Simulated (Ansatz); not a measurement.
Consider the following.

Si$_{3}$Rh$_{5}$:
```cif
data_Rh10Si6
_chemical_formula_sum 'Si6 Rh10'
_space_group_name_H-M_alt 'P 1'
_space_group_IT_number 1
_cell_length_a 5.34668
_cell_length_b 10.22288
_cell_length_c 3.86684
_cell_angle_alpha 90.000
_cell_angle_beta 90.000
_cell_angle_gamma 90.000
loop_
_space_group_symop_operation_xyz
  'x, y, z'
loop_
_atom_site_label
_atom_site_type_symbol
_atom_site_fract_x
_atom_site_fract_y
_atom_site_fract_z
_atom_site_occupancy
Si1 Si 0.09362 0.65524 0.50000 1
Si2 Si 0.90638 0.34476 0.50000 1
Si3 Si 0.59362 0.84476 0.50000 1
Si4 Si 0.40638 0.15524 0.50000 1
Si5 Si 0.50000 0.50000 0.00000 1
Si6 Si 0.00000 0.00000 0.00000 1
Rh1 Rh 0.33411 0.39252 0.50000 1
Rh2 Rh 0.66589 0.60748 0.50000 1
Rh3 Rh 0.83411 0.10748 0.50000 1
Rh4 Rh 0.16589 0.89252 0.50000 1
Rh5 Rh 0.33905 0.71239 0.00000 1
Rh6 Rh 0.66095 0.28761 0.00000 1
Rh7 Rh 0.83905 0.78761 0.00000 1
Rh8 Rh 0.16095 0.21239 0.00000 1
Rh9 Rh 0.50000 0.00000 0.00000 1
Rh10 Rh 0.00000 0.50000 0.00000 1
```

This is the r²SCAN-relaxed structure.

**Question.** All from DFT-r²SCAN in the program Ansatz with PAW potentials, unless another level is named. Give the electronic character.

**Answer.** metallic (no gap).

**Question.** Next, the density of states at the Fermi level?

**Answer.** 0.51 states/eV per atom (mean over ±0.08 eV).

**Question.** Next, the formation energy from the elements (no fitted shifts)?

**Answer.** -0.78 eV/atom.

Space group Pbam. The workflow started from a Materials Project entry (that database holds measured and hypothetical structures alike); the Crystallography Open Database copy checked does not list it. Whether it is the stable phase at ambient conditions was not checked. Symmetry was held in the r²SCAN relaxation; whether a distortion lowers the energy is not shown. No spin polarisation was allowed. The references are the lowest solids computed at this level, not always the standard phases. Spin–orbit coupling is left out wherever it is not named.

Potentials: the later of the program's two PAW sets.
